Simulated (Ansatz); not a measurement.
WS2 (2H-MoS2 type, space group P6_3/mmc)

```
WS2
1.0
    3.16997     0.00000     0.00000
   -1.58498     2.74527     0.00000
    0.00000     0.00000    12.49180
W S
2 4
Direct
  0.33333   0.66667   0.25000
  0.66667   0.33333   0.75000
  0.33333   0.66667   0.62490
  0.66667   0.33333   0.12490
  0.66667   0.33333   0.37510
  0.33333   0.66667   0.87510
```

The slice is a (1 -1 0 0) plane (indices of the conventional cell) through the point (0.333, 0.667, 0.250) (fractional), spanned by u = [110] and v = [001] in vectors of this cell: u (3.17 Å) and v (12.49 Å, at 90° to u). It covers one period; positions are fractions (u, v).

All values below come from r2SCAN+rVV10 (plane waves to 500 eV, PAW, scalar-relativistic; Ansatz, a first-principles code). k mesh 12×12×3. Inside the PAW spheres the values are not all-electron values, and peaks at nuclei hang on which shells count as valence. Spin-orbit coupling is left out, though W is heavy. WS2 is run without spin polarisation. WS2 was relaxed with its symmetry unable to fall.

Task: Around which element is the density of the highest valence band (whole band, smooth part) largest on this plane?

Result: W. Mean over a disc round each atom, of radius 0.45 times the shortest bond: W 0.070, S 0.022 e/Å³.

Task: Around which element is the density of the lowest conduction band (whole band as if filled, smooth part) largest on this plane?

Result: W. Mean over a disc round each atom, of radius 0.45 times the shortest bond: W 0.079, S 0.016 e/Å³.

Task: Predict the map of the valence electron density on the slice.

Result: 
```
|9988554444445588|
|4444445555554444|
|2222334455443322|
|0000112233221100|
|1111000000000011|
|5555331100113355|
|6666663322336666|
|5566664433446666|
|5555554444445555|
|3344445566554444|
|5555554444445555|
|5566664433446666|
|6666663322336666|
|5555331100113355|
|1111000000000011|
|0000112233221100|
|2222334455443322|
|4444445555554444|
|9988554444445588|
|9999774444447799|
```
Scale: ten equal steps from -1.48 (start of '0') to 0.73 (end of '9'), in the order '0123456789'. Values: log₁₀ of the valence density in e/Å³. The map has 8 points along u (two characters each, u = 0 at the left) and 20 along v (v = 0 in the bottom row). The scale is logarithmic, as a density can span decades between atoms and voids.
